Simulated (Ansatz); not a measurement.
Relaxed C (space group P6_3/mmc):

```
C
1.0
    4.88987     0.00000     0.00000
   -1.22247     2.11738     0.00000
    0.00000     0.00000     6.63682
C
8
Direct
  0.00000   0.00000   0.25000
  0.50000   0.00000   0.25000
  0.00000   0.00000   0.75000
  0.50000   0.00000   0.75000
  0.16667   0.66667   0.25000
  0.66667   0.66667   0.25000
  0.33333   0.33333   0.75000
  0.83333   0.33333   0.75000
```

The atoms are displaced by Q × the pattern below (from a DFPT mode at M = (0.5, 0.0, 0.0), largest move 1; Q in Å), at fixed cell. (q is in reciprocal vectors of the primitive cell; the cell shown is doubled to hold the pattern.)

| atom | x | y | z |
|---|---|---|---|
| C1 | 0.000 | 0.000 | 0.995 |
| C2 | 0.000 | 0.000 | -0.995 |
| C3 | 0.000 | 0.000 | 0.995 |
| C4 | 0.000 | 0.000 | -0.995 |
| C5 | 0.000 | 0.000 | -1.000 |
| C6 | 0.000 | 0.000 | 1.000 |
| C7 | 0.000 | 0.000 | 1.000 |
| C8 | 0.000 | 0.000 | -1.000 |

These are LDA (plane waves to 420 eV, PAW, scalar-relativistic; Ansatz, a quantum-chemistry and plane-wave program) values and carry that method's errors. k mesh 15×15×5 (Γ-centred), Fermi-Dirac smearing 0.05 eV. With partly filled bands, energies and forces of such displacements shift with the k mesh and the smearing. C was relaxed with its symmetry unable to fall. 

```
Q (Å)   −dE/dQ from forces (eV/Å)
------  -------------------------
-0.280                     49.576
-0.233                     40.530
-0.187                     31.066
-0.140                     22.101
-0.093                     13.995
-0.047                      6.737
0.000                       0.000
0.047                      -6.737
0.093                     -13.995
0.140                     -22.101
0.187                     -31.066
0.233                     -40.530
0.280                     -49.576
```

What harmonic wavenumber does the curvature at Q = 0 give?

636 cm⁻¹. E″ = 142.51 eV/Å², M = Σ mᵢ|uᵢ|² = 95.7 u, ν̃ = 521.5·√(|E″|/M).

(A displaced cell: forces are minus the slopes of the energy, force constants its curvatures, and phonons follow from these.)
